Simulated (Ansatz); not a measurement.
Values for one crystal, relaxed and computed with PBE in the plane-wave PAW code Ansatz; other levels are named.

| Quantity | Value |
|---|---|
| Volume per atom | 28.08 Å³ |
| Band gap | 1.10 eV (direct) |
| Poisson's ratio | 0.33 |
| Valence-band maximum | at Γ |
| Zone-centre stability | no imaginary mode at Γ |
| Hole effective mass, band 2 of 3 at the edge | 0.75 along [100], 0.75 along [110], 1.5 along [111] (mₑ) |
| Hill bulk and shear moduli | 39.0 and 15.2 GPa |

Question: Which of these materials gives this?
A) Li2S, anti-fluorite
B) CuI, zinc blende
C) ZnSe, zinc blende
D) CaS, rock salt

Answer: B, CuI, zinc blende

Space group F-43m (zinc blende). The PBE relaxation kept the symmetry of its start. The run is not spin-polarised. Scalar-relativistic: spin–orbit coupling is off unless named, which matters more the heavier the elements.

Potentials: the later of the program's two PAW sets.
